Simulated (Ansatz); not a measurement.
Consider the following.

SnSe:
```cif
data_Se4Sn4
_chemical_formula_sum 'Sn4 Se4'
_space_group_name_H-M_alt 'Pnma'
_space_group_IT_number 62
_space_group_name_Hall '-P 2ac 2n'
_cell_length_a 11.67335
_cell_length_b 4.12328
_cell_length_c 4.64961
_cell_angle_alpha 90.000
_cell_angle_beta 90.000
_cell_angle_gamma 90.000
loop_
_space_group_symop_operation_xyz
  'x, y, z'
  '-x, -y, -z'
  '-x+1/2, -y, z+1/2'
  'x+1/2, y, -z+1/2'
  'x+1/2, -y+1/2, -z+1/2'
  '-x+1/2, y+1/2, z+1/2'
  '-x, y+1/2, -z'
  'x, -y+1/2, z'
loop_
_atom_site_label
_atom_site_type_symbol
_atom_site_symmetry_multiplicity
_atom_site_Wyckoff_symbol
_atom_site_fract_x
_atom_site_fract_y
_atom_site_fract_z
_atom_site_occupancy
Sn1 Sn 4 c 0.12093 0.75000 0.12285 1
Se1 Se 4 c 0.14720 0.25000 0.51455 1
```

This is the r²SCAN+D4-relaxed structure.

Q: All from plane-wave PAW r²SCAN+D4 (Ansatz code), unless another level is named. Give the Debye temperature from the elastic constants.

A: 182 K.

Q: What about the highest zone-centre frequency (without LO–TO term)?

A: 24.1 meV.

The cell was relaxed with r²SCAN+D4 under the symmetry of its start. Spin–orbit coupling is left out wherever it is not named.

Potentials: the earlier of the program's two PAW sets. The files were generated under PBE; for other functionals the program regenerates the frozen cores, and for LDA and PBEsol the local potential too.
